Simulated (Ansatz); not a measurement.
The relaxed structure here is a generated cell of Al2Cu: the first start was made by a random draw of sites in a space group, and the end was not matched to a known phase here, so it may be hypothetical. Known forms of Al2Cu include space group No. 140.

The end point of a relaxation of Al$_{2}$Cu. Computed with PBEsol (plane waves to 420 eV, PAW, scalar-relativistic; Ansatz, a first-principles code).

```cif
data_Al2Cu
_chemical_formula_sum 'Al2 Cu1'
_space_group_name_H-M_alt 'P 1'
_space_group_IT_number 1
_cell_length_a 2.79845
_cell_length_b 4.46216
_cell_length_c 4.46216
_cell_angle_alpha 52.815
_cell_angle_beta 90.000
_cell_angle_gamma 90.000
loop_
_space_group_symop_operation_xyz
  'x, y, z'
loop_
_atom_site_label
_atom_site_type_symbol
_atom_site_fract_x
_atom_site_fract_y
_atom_site_fract_z
_atom_site_occupancy
Al1 Al 0.00000 0.30178 0.30178 1
Al2 Al 0.50000 0.98911 0.98911 1
Cu1 Cu 0.00000 0.61272 0.61272 1
```

### Question
Determine the symmetry and give the standard cell with its independent sites.

### Answer
Space group Amm2 (No. 38); a = 2.7984 Å, b = 3.9691 Å, c = 7.9931 Å, α = β = γ = 90.00°

```
atom  site  symmetry       x       y       z
----  ----  --------  ------  ------  ------
Al      2a       mm2  0.0000  0.0000  0.3018
Al      2b       mm2  0.5000  0.5000  0.4891
Cu      2a       mm2  0.0000  0.0000  0.6127
```

### Question
Give the shortest distances between elements (the closest pairs, up to four, under 3.6 Å).

### Answer
Al–Cu 2.49 Å; Al–Al 2.80 Å; Cu–Cu 2.80 Å.

- Volume per atom = 14.80 Å³
- Band gap = zero (metallic)

No spin polarisation in the result.

The run could not lower the symmetry of its start; a shaken copy of this end point relaxes with PBEsol to C2/m (No. 12) at a tolerance of 0.01 Å, Immm (No. 71) at 0.1 Å, 0.10 eV/atom lower.
